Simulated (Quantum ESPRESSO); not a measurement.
## Kohn-Sham bands of BiClO (P4/nmm)

```
CELL_PARAMETERS angstrom
      3.89340     0.00000     0.00000
      0.00000     3.89340     0.00000
      0.00000     0.00000     7.49319
ATOMIC_POSITIONS crystal
  Bi 0.00000 0.50000 0.83230
  Bi 0.50000 0.00000 0.16770
  Cl 0.50000 0.00000 0.65358
  Cl 0.00000 0.50000 0.34642
  O  0.00000 0.00000 0.00000
  O  0.50000 0.50000 0.00000
```

Cell from Materials Project (mp-22939), symmetrised, no further relaxation. COD (Crystallography Open Database) has an entry of this formula and space group (matched by these alone). Method: PBEsol plane waves in Quantum ESPRESSO 7.5 (PseudoDojo norm-conserving files, 68 Ry, spinors with spin-orbit coupling), Bloch states on a 4×4×4 mesh through Γ, Wannier90 4.0.1. Density: 8×8×4 mesh, cold smearing 0.01 Ry.

Q: List the Kohn-Sham levels between −8 and 5.2 eV relative to the valence-band maximum at the high-symmetry points, as a band run of pw.x on that density gives them (levels within 2 meV counted together).

A: 
| point | k (reciprocal lattice) | levels (eV) |
|---|---|---|
| Γ | 0.000 0.000 0.000 | -6.70 (×2), -4.87 (×2), -4.41 (×2), -1.98 (×2), -1.88 (×2), -1.75 (×2), -1.46 (×2), -1.40 (×2), -1.31 (×2), -1.16 (×2), -1.06 (×2), -0.86 (×2), -0.85 (×2), 2.56 (×2), 2.86 (×2), 5.05 (×2) |
| X | 0.000 0.500 0.000 | -4.11 (×4), -3.18 (×4), -2.59 (×4), -1.00 (×4), -0.92 (×4), -0.09 (×4), 3.64 (×4) |
| M | 0.500 0.500 0.000 | -4.55 (×4), -3.29 (×4), -3.04 (×4), -1.02 (×4), -0.79 (×4), -0.75 (×4), 3.55 (×4) |
| Z | 0.000 0.000 0.500 | -6.89 (×2), -4.84 (×2), -4.39 (×2), -2.17 (×2), -2.10 (×2), -1.75 (×2), -1.75 (×2), -1.42 (×2), -1.31 (×2), -0.88 (×2), -0.77 (×2), -0.49 (×2), -0.37 (×2), 2.18 (×2), 2.31 (×2), 4.81 (×2) |
| R | 0.000 0.500 0.500 | -3.87 (×4), -3.22 (×4), -2.94 (×4), -1.02 (×4), -0.75 (×4), -0.07 (×4), 3.55 (×4) |
| A | 0.500 0.500 0.500 | -4.70 (×4), -2.92 (×4), -2.33 (×4), -1.74 (×4), -1.31 (×4), -0.78 (×4), 3.88 (×4) |
